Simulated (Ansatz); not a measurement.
Consider the following.

HfIr₃:
```cif
data_HfIr3
_chemical_formula_sum 'Hf1 Ir3'
_space_group_name_H-M_alt 'P 1'
_space_group_IT_number 1
_cell_length_a 3.92353
_cell_length_b 3.92353
_cell_length_c 3.92353
_cell_angle_alpha 90.000
_cell_angle_beta 90.000
_cell_angle_gamma 90.000
loop_
_space_group_symop_operation_xyz
  'x, y, z'
loop_
_atom_site_label
_atom_site_type_symbol
_atom_site_fract_x
_atom_site_fract_y
_atom_site_fract_z
_atom_site_occupancy
Hf1 Hf 0.00000 0.00000 0.00000 1
Ir1 Ir 0.00000 0.50000 0.50000 1
Ir2 Ir 0.50000 0.00000 0.50000 1
Ir3 Ir 0.50000 0.50000 0.00000 1
```

This is the PBEsol-relaxed structure.

Q: All from the program Ansatz at the PBEsol level (PAW), unless another level is named. Estimate the Young's modulus.

A: 431 GPa.

Q: Give the highest zone-centre frequency.

A: 179 cm⁻¹.

Q: What about the elastic constants (relaxed ions, GPa)?

A: C11 = 453, C12 = 233, C44 = 228.

Space group Pm-3m (Cu3Au type). The workflow started from a Materials Project entry (that database holds measured and hypothetical structures alike); the Crystallography Open Database files this formula in space group No. 221, but the cells were not matched. Whether it is the stable phase at ambient conditions was not checked. The cell was relaxed with PBEsol under the symmetry of its start; of distortions, only those at the zone centre were tested. No spin polarisation was allowed. As this level gives no gap, shear constants depend on the k-mesh and smearing (Fermi–Dirac, 0.1 eV here). As this level gives no gap, phonon frequencies hold no LO–TO term and depend on the k-mesh and smearing (Fermi–Dirac, 0.1 eV here). Scalar-relativistic: spin–orbit coupling is off unless named, which matters more the heavier the elements.

Potentials: the later of the program's two PAW sets.
